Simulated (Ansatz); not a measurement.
Level of theory: Ansatz, DFT PBE, scalar-relativistic, plane waves, PAW. Settings: cutoff 420 eV, Γ-centred meshes spaced at most about 0.3 Å⁻¹ (2π included), Gaussian smearing. No spin polarisation in the final relaxations.

Temperature and zero-point effects are left out.

Compare these two cells of TiSn₂O₆, each relaxed at this level.

A.

```
CELL_PARAMETERS angstrom
7.46931 -1.56792 0.00000
7.46931 1.56792 0.00000
-0.23124 0.00000 4.82192
ATOMIC_POSITIONS crystal
Ti 0.00000 0.00000 0.50000
Sn 0.34446 0.34446 0.97509
Sn 0.65554 0.65554 0.02491
O 0.44115 0.44115 0.67429
O 0.77395 0.77395 0.78507
O 0.09271 0.09271 0.80623
O 0.90729 0.90729 0.19377
O 0.22605 0.22605 0.21493
O 0.55885 0.55885 0.32571
```

B.

```
CELL_PARAMETERS angstrom
7.47696 -1.57848 0.00000
7.47696 1.57848 0.00000
-0.26822 0.00000 4.82293
ATOMIC_POSITIONS crystal
Ti 0.93812 0.06188 0.50000
Sn 0.35106 0.33729 0.97787
Sn 0.66271 0.64894 0.02213
O 0.44976 0.43093 0.67817
O 0.78164 0.76643 0.78652
O 0.09993 0.08598 0.80441
O 0.91402 0.90007 0.19559
O 0.23357 0.21836 0.21348
O 0.56907 0.55024 0.32183
```

Question: Which form is favoured at zero pressure, and by what margin per atom?

Answer: B is lower, by 4 meV/atom. The two are nearly one structure: a small distortion parts them. A has space group C2/m (No. 12), 12.5 Å³/atom and a gap of 1.89 eV on its mesh; B has space group C2 (No. 5), 12.6 Å³/atom and a gap of 2.19 eV. Counting O atoms around Sn and Ti (those within 1.25 times the shortest such distance or 1.15 times the sum of covalent radii, 1.27 where that leaves under three; a plus sign parts nearer from farther groups), A has Ti 6, Sn 6 and B has Ti 4+2, Sn 6. In A, Ti has 6 O at 1.98–2.00 Å; Sn has 6 O at 2.08–2.16 Å; O on its first site is surrounded by 2 Ti at 2.00 Å and 1 Sn at 2.10 Å; 2 more sites not described. In B, Ti has 2 O at 1.86 Å, 2 O at 1.98 Å and 2 O at 2.21 Å; around Sn lie 6 O at 2.08–2.15 Å; O on its first site is surrounded by 1 Ti at 1.86 Å, 1 Sn at 2.10 Å and 1 Ti at 2.21 Å; 2 more sites not described. Both come from invented guesses.

Kohn–Sham gaps at this level usually fall short of measured ones. Cells relaxed within their symmetry can be saddle points. The C2 cell of TiSn2O6 came from shaking the C2/m one.
